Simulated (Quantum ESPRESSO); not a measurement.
# TaHf2TiO7N: finding a planted mistake in a log

Computed values, not a measurement. The program is pw.x of Quantum ESPRESSO 7.5 (plane-wave density functional theory). The cell is made up: 12 atoms on a fluorite lattice, with randomly drawn elements, strain and displacements, not relaxed. PseudoDojo standard norm-conserving files (v0.5 for PBE, v0.4.1 for LDA and PBEsol) set the functional; there is no spin polarisation, spin-orbit coupling or dispersion term, and the masses in the input are unused placeholders.

The hafnium pseudopotential is less sure than the others, with forces about 3 percent (worst 6) and pressure in oxides about 1.5 GPa (worst 2.7) from a second method in checks, which no rerun with the same files tests.

Intended input:

```
&control calculation='scf', pseudo_dir='./dojo.nc.sr.pbe.v0_5.standard.upf', outdir='./o', disk_io='low', tprnfor=.true., tstress=.true. /
&system ibrav=0, nat=12, ntyp=5, nbnd=54, ecutwfc=84.00895049, nosym=.true., tot_charge=0,
 occupations='smearing', smearing='fd', degauss=0.0018374661
/
&electrons conv_thr=7.350e-09, electron_maxstep=60, /
ATOMIC_SPECIES
Hf 1.0 Hf.upf
N 1.0 N.upf
O 1.0 O.upf
Ta 1.0 Ta.upf
Ti 1.0 Ti.upf
CELL_PARAMETERS angstrom
4.9927 0.0 0.0
0.0 4.9927 0.0
0.0 0.0 4.9927
ATOMIC_POSITIONS angstrom
Ta -0.0503 0.0584 -0.0662
Hf 0.0651 2.509 2.5124
Hf 2.4764 0.0514 2.4979
Ti 2.4827 2.604 0.0214
O 1.181 1.227 1.2104
O 1.2114 1.2794 3.7329
O 1.2012 3.7635 1.2487
O 1.2719 3.7666 3.7945
O 3.7331 1.2644 1.2485
O 3.7846 1.2063 3.7571
O 3.7256 3.6921 1.2904
N 3.6676 3.7793 3.6589
K_POINTS automatic
5 5 5 1 1 1
```

The log is shortened where brackets say so; the opening notice, blank lines, dates and the lines on written files are dropped, and the path of the files is cut. It prints rydbergs, bohrs and kilobars, and counts compression as positive stress. Where no state is partly filled, the Fermi energy that it prints is only some level between the filled and the empty states on the mesh, and need not lie in the true gap.

Log of the intended run:

```
     Program PWSCF v.7.5
     Parallel version (MPI & OpenMP), running on       4 processor cores
     Number of MPI processes:                 4
     Threads/MPI process:                     1
     [start-up lines left out]
     bravais-lattice index     =            0
     lattice parameter (alat)  =       9.4348  a.u.
     unit-cell volume          =     839.8525 (a.u.)^3
     number of atoms/cell      =           12
     number of atomic types    =            5
     number of electrons       =        96.00
     number of Kohn-Sham states=           54
     kinetic-energy cutoff     =      84.0090  Ry
     charge density cutoff     =     336.0358  Ry
     scf convergence threshold =      7.3E-09
     mixing beta               =       0.7000
     number of iterations used =            8  plain     mixing
     Exchange-correlation= PBE
                           (   1   4   3   4   0   0   0)
     [axes and pseudopotential details left out]
   Cartesian axes
     site n.     atom                  positions (alat units)
         1        Ta     tau(   1) = (  -0.0100747   0.0116971  -0.0132594  )
         2        Hf     tau(   2) = (   0.0130390   0.5025337   0.5032147  )
         3        Hf     tau(   3) = (   0.4960042   0.0102950   0.5003105  )
         4        Ti     tau(   4) = (   0.4972660   0.5215615   0.0042863  )
         5        O      tau(   5) = (   0.2365454   0.2457588   0.2424340  )
         6        O      tau(   6) = (   0.2426342   0.2562541   0.7476716  )
         7        O      tau(   7) = (   0.2405913   0.7538005   0.2501052  )
         8        O      tau(   8) = (   0.2547519   0.7544215   0.7600096  )
         9        O      tau(   9) = (   0.7477117   0.2532497   0.2500651  )
        10        O      tau(  10) = (   0.7580267   0.2416128   0.7525187  )
        11        O      tau(  11) = (   0.7462095   0.7394997   0.2584573  )
        12        N      tau(  12) = (   0.7345925   0.7569652   0.7328500  )
     number of k points=    63  Fermi-Dirac smearing, width (Ry)=  0.0018
                       cart. coord. in units 2pi/alat
        k(    1) = (   0.1000000   0.1000000   0.1000000), wk =   0.0320000
        k(    2) = (   0.1000000   0.1000000   0.3000000), wk =   0.0320000
     [further k points left out]
     Dense  grid:    87391 G-vectors     FFT dimensions: (  60,  60,  60)
     Estimated max dynamical RAM per process >     304.65 MB
     Estimated total dynamical RAM >       1.13 GB
     Initial potential from superposition of free atoms
     starting charge      95.9938, renormalised to      96.0000
     Starting wfcs are   72 randomized atomic wfcs
     total cpu time spent up to now is       17.5 secs
     per-process dynamical memory:   243.9 Mb
     Self-consistent Calculation
     iteration #  1     ecut=    84.01 Ry     beta= 0.70
     Davidson diagonalization with overlap
     ethr =  1.00E-02,  avg # of iterations =  2.0
     total cpu time spent up to now is       42.8 secs
     total energy              =    -725.24526654 Ry
     estimated scf accuracy    <       5.51292228 Ry
     iteration #  2     ecut=    84.01 Ry     beta= 0.70
     Davidson diagonalization with overlap
     ethr =  5.74E-03,  avg # of iterations =  6.2
     total cpu time spent up to now is       84.7 secs
     total energy              =    -720.18630312 Ry
     estimated scf accuracy    <      52.44401652 Ry
     [iterations 3 to 15 left out]
     iteration # 16     ecut=    84.01 Ry     beta= 0.70
     Davidson diagonalization with overlap
     ethr =  1.21E-10,  avg # of iterations =  5.4
     total cpu time spent up to now is      463.4 secs
     total energy              =    -728.10815425 Ry
     estimated scf accuracy    <       0.00000002 Ry
     iteration # 17     ecut=    84.01 Ry     beta= 0.70
     Davidson diagonalization with overlap
     ethr =  2.30E-11,  avg # of iterations =  3.2
     total cpu time spent up to now is      485.4 secs
     End of self-consistent calculation
     [lines on levels left out]
     the Fermi energy is    13.8922 ev
!    total energy              =    -728.10815425 Ry
     estimated scf accuracy    <          3.9E-09 Ry
     smearing contrib. (-TS)   =      -0.00000000 Ry
     internal energy E=F+TS    =    -728.10815425 Ry
     The total energy is F=E-TS. E is the sum of the following terms:
     one-electron contribution =    -122.33552268 Ry
     hartree contribution      =     118.81871647 Ry
     xc contribution           =    -169.23928639 Ry
     ewald contribution        =    -555.35206165 Ry
     convergence has been achieved in  17 iterations
     Forces acting on atoms (cartesian axes, Ry/au):
     atom    1 type  4   force =    -0.05641662   -0.05258809   -0.02004770
     atom    2 type  1   force =    -0.06150541    0.03147771    0.00157605
     atom    3 type  1   force =     0.02904447   -0.03205344   -0.00260956
     atom    4 type  5   force =     0.06334340    0.06486948   -0.02156939
     atom    5 type  3   force =     0.00954480    0.00629860   -0.02895665
     atom    6 type  3   force =     0.02513942   -0.02183895    0.03393648
     atom    7 type  3   force =     0.02179579   -0.00777284   -0.02240578
     atom    8 type  3   force =    -0.04154249    0.01026270    0.02746597
     atom    9 type  3   force =    -0.00842267   -0.02214514   -0.03056127
     atom   10 type  3   force =    -0.01115707    0.03136232    0.02754789
     atom   11 type  3   force =    -0.01297827    0.02932198   -0.08402491
     atom   12 type  2   force =     0.04315466   -0.03719434    0.11964886
     Total force =     0.239907     Total SCF correction =     0.000171
     Computing stress (Cartesian axis) and pressure
          total   stress  (Ry/bohr**3)                   (kbar)     P=       35.26
   0.00026841  -0.00024859   0.00011606           39.48      -36.57       17.07
  -0.00024859   0.00026587  -0.00015694          -36.57       39.11      -23.09
   0.00011606  -0.00015694   0.00018483           17.07      -23.09       27.19
     init_run     :     10.97s CPU     11.31s WALL (       1 calls)
     electrons    :    466.12s CPU    467.92s WALL (       1 calls)
     forces       :      3.31s CPU      3.33s WALL (       1 calls)
     stress       :     13.17s CPU     13.48s WALL (       1 calls)
     [timing details left out]
     PWSCF        :   8m19.87s CPU   8m22.43s WALL
     JOB DONE.
```

A second run was made from an input with one planted mistake. Its log:

```
     Program PWSCF v.7.5
     Parallel version (MPI & OpenMP), running on       4 processor cores
     Number of MPI processes:                 4
     Threads/MPI process:                     1
     [start-up lines left out]
     bravais-lattice index     =            0
     lattice parameter (alat)  =       9.2583  a.u.
     unit-cell volume          =     793.5946 (a.u.)^3
     number of atoms/cell      =           12
     number of atomic types    =            5
     number of electrons       =        96.00
     number of Kohn-Sham states=           54
     kinetic-energy cutoff     =      84.0090  Ry
     charge density cutoff     =     336.0358  Ry
     scf convergence threshold =      7.3E-09
     mixing beta               =       0.7000
     number of iterations used =            8  plain     mixing
     Exchange-correlation= PBE
                           (   1   4   3   4   0   0   0)
     [axes and pseudopotential details left out]
   Cartesian axes
     site n.     atom                  positions (alat units)
         1        Ta     tau(   1) = (  -0.0100831   0.0116955  -0.0132672  )
         2        Hf     tau(   2) = (   0.0130427   0.5025412   0.5032147  )
         3        Hf     tau(   3) = (   0.4960096   0.0102872   0.5003164  )
         4        Ti     tau(   4) = (   0.4972751   0.5215643   0.0042863  )
         5        O      tau(   5) = (   0.2365440   0.2457698   0.2424428  )
         6        O      tau(   6) = (   0.2426265   0.2562611   0.7476782  )
         7        O      tau(   7) = (   0.2405854   0.7538016   0.2500970  )
         8        O      tau(   8) = (   0.2547507   0.7544343   0.7600065  )
         9        O      tau(   9) = (   0.7477191   0.2532607   0.2500765  )
        10        O      tau(  10) = (   0.7580267   0.2416059   0.7525157  )
        11        O      tau(  11) = (   0.7462086   0.7395138   0.2584655  )
        12        N      tau(  12) = (   0.7345947   0.7569653   0.7328598  )
     number of k points=    63  Fermi-Dirac smearing, width (Ry)=  0.0018
                       cart. coord. in units 2pi/alat
        k(    1) = (   0.1000000   0.1000000   0.1000000), wk =   0.0320000
        k(    2) = (   0.1000000   0.1000000   0.3000000), wk =   0.0320000
     [further k points left out]
     Dense  grid:    82519 G-vectors     FFT dimensions: (  60,  60,  60)
     Estimated max dynamical RAM per process >     289.68 MB
     Estimated total dynamical RAM >       1.07 GB
     Initial potential from superposition of free atoms
     starting charge      95.9938, renormalised to      96.0000
     Starting wfcs are   72 randomized atomic wfcs
     total cpu time spent up to now is       10.7 secs
     per-process dynamical memory:   222.6 Mb
     Self-consistent Calculation
     iteration #  1     ecut=    84.01 Ry     beta= 0.70
     Davidson diagonalization with overlap
     ethr =  1.00E-02,  avg # of iterations =  2.0
     total cpu time spent up to now is       29.8 secs
     total energy              =    -725.34431133 Ry
     estimated scf accuracy    <       5.35586419 Ry
     iteration #  2     ecut=    84.01 Ry     beta= 0.70
     Davidson diagonalization with overlap
     ethr =  5.58E-03,  avg # of iterations =  6.2
     total cpu time spent up to now is       61.9 secs
     total energy              =    -720.55381029 Ry
     estimated scf accuracy    <      47.29137874 Ry
     [iterations 3 to 15 left out]
     iteration # 16     ecut=    84.01 Ry     beta= 0.70
     Davidson diagonalization with overlap
     ethr =  1.65E-10,  avg # of iterations =  5.1
     total cpu time spent up to now is      397.5 secs
     total energy              =    -728.07122084 Ry
     estimated scf accuracy    <       0.00000002 Ry
     iteration # 17     ecut=    84.01 Ry     beta= 0.70
     Davidson diagonalization with overlap
     ethr =  1.79E-11,  avg # of iterations =  3.8
     total cpu time spent up to now is      418.6 secs
     End of self-consistent calculation
     [lines on levels left out]
     the Fermi energy is    15.0709 ev
!    total energy              =    -728.07122084 Ry
     estimated scf accuracy    <          6.4E-09 Ry
     smearing contrib. (-TS)   =      -0.00000000 Ry
     internal energy E=F+TS    =    -728.07122084 Ry
     The total energy is F=E-TS. E is the sum of the following terms:
     one-electron contribution =    -107.36584167 Ry
     hartree contribution      =     115.05907907 Ry
     xc contribution           =    -169.82507005 Ry
     ewald contribution        =    -565.93938819 Ry
     convergence has been achieved in  17 iterations
     Forces acting on atoms (cartesian axes, Ry/au):
     atom    1 type  4   force =    -0.05858333   -0.06897916   -0.01322764
     atom    2 type  1   force =    -0.07090165    0.03534056    0.00329903
     atom    3 type  1   force =     0.02781712   -0.03227496   -0.00684842
     atom    4 type  5   force =     0.06898361    0.06082951   -0.02479034
     atom    5 type  3   force =     0.01677789    0.01124228   -0.03608687
     atom    6 type  3   force =     0.03625481   -0.02040147    0.04372658
     atom    7 type  3   force =     0.02645659   -0.00767741   -0.02878723
     atom    8 type  3   force =    -0.04253358    0.00890225    0.03138155
     atom    9 type  3   force =    -0.01246569   -0.01773882   -0.03535111
     atom   10 type  3   force =    -0.02319936    0.04690905    0.02775246
     atom   11 type  3   force =    -0.01487926    0.03212817   -0.09406366
     atom   12 type  2   force =     0.04627286   -0.04828000    0.13299563
     Total force =     0.269984     Total SCF correction =     0.000255
     Computing stress (Cartesian axis) and pressure
          total   stress  (Ry/bohr**3)                   (kbar)     P=      207.04
   0.00143723  -0.00031991   0.00017914          211.42      -47.06       26.35
  -0.00031991   0.00143073  -0.00021456          -47.06      210.47      -31.56
   0.00017914  -0.00021456   0.00135431           26.35      -31.56      199.23
     init_run     :     10.17s CPU     10.50s WALL (       1 calls)
     electrons    :    406.42s CPU    407.92s WALL (       1 calls)
     forces       :      3.19s CPU      3.21s WALL (       1 calls)
     stress       :     11.33s CPU     11.64s WALL (       1 calls)
     [timing details left out]
     PWSCF        :   7m11.46s CPU   7m13.70s WALL
     JOB DONE.
```

Question: what was wrong in the second input?

Answer: the cell and the positions are scaled by a wrong factor. The input lines that differ, file-writing options aside:

```
- 4.9927 0.0 0.0
+ 4.8993 0.0 0.0
- 0.0 4.9927 0.0
+ 0.0 4.8993 0.0
- 0.0 0.0 4.9927
+ 0.0 0.0 4.8993
- Ta -0.0503 0.0584 -0.0662
+ Ta -0.0494 0.0573 -0.065
- Hf 0.0651 2.509 2.5124
+ Hf 0.0639 2.4621 2.4654
- Hf 2.4764 0.0514 2.4979
+ Hf 2.4301 0.0504 2.4512
- Ti 2.4827 2.604 0.0214
+ Ti 2.4363 2.5553 0.021
- O 1.181 1.227 1.2104
+ O 1.1589 1.2041 1.1878
- O 1.2114 1.2794 3.7329
+ O 1.1887 1.2555 3.6631
- O 1.2012 3.7635 1.2487
+ O 1.1787 3.6931 1.2253
- O 1.2719 3.7666 3.7945
+ O 1.2481 3.6962 3.7235
- O 3.7331 1.2644 1.2485
+ O 3.6633 1.2408 1.2252
- O 3.7846 1.2063 3.7571
+ O 3.7138 1.1837 3.6868
- O 3.7256 3.6921 1.2904
+ O 3.6559 3.6231 1.2663
- N 3.6676 3.7793 3.6589
+ N 3.599 3.7086 3.5905
```

|  | intended run | run with the mistake |
| --- | --- | --- |
| free energy (eV) | -9906.416 | -9905.914 |
| smearing term -TS (eV) | 0.0000 | 0.0000 |
| pressure (GPa) | 3.53 | 20.70 |
| largest force component (eV/Å) | 3.076 | 3.419 |
| largest change of a force component (eV/Å) |  | 0.421 |
| iterations | 17 | 17 |

For scale, a rerun of the intended cell at a cutoff of 1437 eV and k mesh 7 x 7 x 7 moved values by no more than 0.003 eV in energy, 0.04 GPa in stress and 0.003 eV/Å in force.